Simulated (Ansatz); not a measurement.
Values for one crystal, relaxed and computed with r²SCAN in the plane-wave PAW code Ansatz; other levels are named.

```yaml
volume_per_atom: 11.13 Å³
band_gap: 4.94 eV (indirect)
conduction_band_minimum: off the standard path, at k = (0.266, -0.500, 0.359)
HSE06 gap on the r²SCAN cell: 6.09 eV
mechanical_stability: stable (all eigenvalues of C positive)
Gap with spin–orbit coupling: 4.89 eV
hill_bulk_and_shear_moduli: 223 and 119 GPa
```

Problem. Which of these materials gives this?
(A) SiO2, Pbcn (Si on 4c, O on 8d)
(B) La2Zr2O7, Fd-3m (La on 16c, Zr on 16d, O on 8a, O on 48f)
(C) CaO, rock salt
(D) HfO2, Pca2_1 (Hf on 4a, O on 4a, O on 4a)

Solution. D, HfO2, Pca2_1 (Hf on 4a, O on 4a, O on 4a)

The r²SCAN relaxation kept the symmetry of its start. The run is not spin-polarised. Scalar-relativistic: spin–orbit coupling is off unless named, which matters more the heavier the elements.

Potentials: the earlier of the program's two PAW sets.
